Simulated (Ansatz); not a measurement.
Sn2PbSe3:
```cif
data_PbSe3Sn2
_chemical_formula_sum 'Sn2 Pb1 Se3'
_space_group_name_H-M_alt 'P 1'
_space_group_IT_number 1
_cell_length_a 4.24467
_cell_length_b 4.24467
_cell_length_c 10.39240
_cell_angle_alpha 90.000
_cell_angle_beta 90.000
_cell_angle_gamma 120.000
loop_
_space_group_symop_operation_xyz
  'x, y, z'
loop_
_atom_site_label
_atom_site_type_symbol
_atom_site_fract_x
_atom_site_fract_y
_atom_site_fract_z
_atom_site_occupancy
Sn1 Sn 0.33333 0.66667 0.66347 1
Sn2 Sn 0.66667 0.33333 0.33653 1
Pb1 Pb 0.00000 0.00000 0.00000 1
Se1 Se 0.33333 0.66667 0.17386 1
Se2 Se 0.66667 0.33333 0.82614 1
Se3 Se 0.00000 0.00000 0.50000 1
```

Relaxed with PBEsol. The program Ansatz at the PBEsol level (PAW) gives no gap.

Q: What gap does HSE06 give on the same cell (Ansatz, PAW)?

A: 0.17 eV. The hybrid was solved on a coarser mesh and at special points; its gap is the smallest among all of these. On such a mesh it can open a false gap in a semimetal.

| k | v1 PBEsol | c1 PBEsol | v1 HSE06 | c1 HSE06 |
|---|---|---|---|---|
| Γ | -0.68 | 1.01 | [?] | [?] |
| A | -0.16 | 0.30 | -0.03 | 0.17 |
| K | -1.88 | 2.48 | [?] | [?] |
| H | -0.78 | 1.18 | [?] | [?] |
| M | -1.32 | 1.47 | [?] | [?] |
| L | -0.16 | 0.33 | 0.00 | 0.18 |

Q: Top valence (v1) and lowest conduction level (c1) in eV from each method's valence maximum (which need not be a listed point): supply the withheld HSE06 values.

A: 
- Γ, v1 HSE06: -0.81
- Γ, c1 HSE06: 1.15
- H, v1 HSE06: -1.16
- H, c1 HSE06: 1.39
- K, v1 HSE06: -2.25
- K, c1 HSE06: 2.76
- M, v1 HSE06: -1.60
- M, c1 HSE06: 1.67

Cost on shared cores: the PBEsol run (SCF on a 11×11×4 mesh, then bands and DOS) very roughly 2.6 core-minutes, the HSE06 run (SCF on 5×5×2, then a few points) about 7 core-minutes (a rough figure); the tasks are unlike.

Space group P-3m1. The workflow started from a Materials Project entry (that database holds measured and hypothetical structures alike); the Crystallography Open Database copy checked does not list it. With Sn and Pb taken as one species the cell has the higher symmetry Fm-3m, so it may be an ordered model of a mixed-site phase. Its standing as an ambient phase is unchecked. The PBEsol relaxation kept the symmetry of its start; of distortions, only those at the zone centre were tested. Scalar-relativistic: spin–orbit coupling is off unless named, which matters more the heavier the elements.

Potentials: the later of the program's two PAW sets.
